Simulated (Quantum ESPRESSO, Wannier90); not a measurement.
## Mg2Si (Fm-3m), plane waves to Wannier functions

```xyz
3
Lattice="0.0000 3.1698 3.1698 3.1698 0.0000 3.1698 3.1698 3.1698 0.0000" Properties=species:S:1:pos:R:3 pbc="T T T"
Mg     1.5849     1.5849     1.5849
Mg    -1.5849    -1.5849    -1.5849
Si     0.0000     0.0000     0.0000
```

Cell from Materials Project (mp-1367), symmetrised, no further relaxation. COD (Crystallography Open Database) has an entry of this formula and space group (matched by these alone). Method: PBEsol plane waves in Quantum ESPRESSO 7.5 (PseudoDojo norm-conserving files, 68 Ry, no spin polarisation, no spin-orbit coupling), Bloch states on a 8×8×8 mesh through Γ, Wannier90 4.0.1. Density: 8×8×8 mesh, cold smearing 0.01 Ry. The gap is small at this level and was sampled on the meshes and a path alone.

Bands 10-12 form an isolated set from -4.80 to 0.00 eV relative to the valence-band maximum (on the path) and are turned into 3 Wannier functions by minimising the spread from the start: atomic waves Si 3p.

Q: Where do the functions sit, how wide are they and what are they made of?

A: 
| functions | spread (Å²) | nearest atom, distance (Å) | second atom, distance (Å) | weight on atomic waves |
|---|---|---|---|---|
| 3 | 4.66 | Si 0.00 | Mg 2.75 | Si 3p 75 %, Mg 3s 15 %, Si 3s 4 % |

Ω_I = 13.60 Å², Ω_total = 13.99 Å²; the interpolated bands follow pw.x to 10 meV rms on the path. Only this start was tried; a symmetric start can stop on a saddle, and mixtures of these functions could lower the total by at most Ω_total − Ω_I.
